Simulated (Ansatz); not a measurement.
# Notes on SiMo3

```
Mo Si
1.0
     4.88343    0.00000    4.88343
     0.00000    4.88343    0.00000
     4.88343    0.00000   -4.88343
Mo Si
12 4
Direct
  0.37500 0.00000 0.87500
  0.87500 0.00000 0.37500
  0.25000 0.75000 0.25000
  0.75000 0.75000 0.75000
  0.12500 0.00000 0.62500
  0.62500 0.00000 0.12500
  0.25000 0.25000 0.25000
  0.75000 0.25000 0.75000
  0.37500 0.50000 0.62500
  0.87500 0.50000 0.12500
  0.12500 0.50000 0.87500
  0.62500 0.50000 0.37500
  0.00000 0.00000 0.00000
  0.50000 0.00000 0.50000
  0.00000 0.50000 0.50000
  0.50000 0.50000 0.00000
```

Single point in Ansatz 0.2.0 with PBE, no spin polarisation. Cutoff 420 eV, PAW datasets, 5×7×5 Γ-centred k mesh, fermi-dirac filling (width 0.0399 eV).

**Charges.** Bader charges in e: Si -0.50, Mo +0.17. In the mean Mo gives up most and Si takes most, against the order of Pauling's electronegativities.
**Formation energy.** -0.32 eV an atom against the elements' usual phases (free molecules for gases, crystals otherwise, with no correction for O₂ or N₂), so it is bound against them; other compounds may still compete. Relaxing would lower it.
**At the Fermi level.** It is a metal, with about 7.2 states/eV a cell as the mean within 0.25 eV of the Fermi level, mostly Mo d (87 %).
**Contacts.** Mo–Mo at 2.44 Å: least valence density 0.63 e/Å³ and ELF 0.31 there. These are pseudo-fields; inside the PAW spheres they differ from the all-electron ones.

Origin: a database entry at a rescaled volume.
